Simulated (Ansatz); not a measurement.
Total density of states per atom from PBEsol in the plane-wave PAW code Ansatz, in 0.25 eV bins, energy from the Fermi level:

```
E (eV)  states/eV/atom
------  --------------
-7.85             0.04
-7.60             0.05
-7.35             0.07
-7.10             0.08
-6.85             0.09
-6.60             0.10
-6.35             0.12
-6.10             0.14
-5.85             0.16
-5.60             0.18
-5.35             0.21
-5.10             0.27
-4.85             0.36
-4.60             0.67
-4.35             0.73
-4.10             0.73
-3.85             0.86
-3.60             0.82
-3.35             0.89
-3.10             0.95
-2.85             0.69
-2.60             0.71
-2.35             1.04
-2.10             1.09
-1.85             1.11
-1.60             1.32
-1.35             1.11
-1.10             0.74
-0.85             0.68
-0.60             1.35
-0.35             1.52
-0.10             1.26
0.15              1.31
0.40              1.21
0.65              1.02
0.90              0.96
1.15              0.97
1.40              0.94
1.65              0.98
1.90              0.92
2.15              0.66
2.40              0.68
2.65              0.71
2.90              0.69
3.15              0.62
3.40              0.60
3.65              0.63
3.90              0.89
4.15              0.94
4.40              0.78
4.65              0.94
```

Pick the material that matches.
A) Ta2C, P-3m1 (Ta on 2d, C on 1a)
B) Li, hcp (Mg type)
C) Ta, hcp (Mg type)
D) TaRu, L1₀ or tetragonal B2

C, Ta, hcp (Mg type). Within 0.5 eV of the Fermi level: Ta 5d 87 %, Ta 6s 7 %. Projections are on Löwdin-orthogonalised atomic valence shells; empty p or d shells of many metals are not among them.

Space group P6_3/mmc (hcp (Mg type)). The start of the workflow was typed in or built on a structure type; the Crystallography Open Database copy checked does not list it. It is not the phase usual at ambient conditions (space group No. 229). The PBEsol relaxation kept the symmetry of its start. At this level the phase is dynamically unstable (imaginary phonons). No spin polarisation was allowed. Scalar-relativistic: spin–orbit coupling is off unless named, which matters more the heavier the elements.

Potentials: the later of the program's two PAW sets.
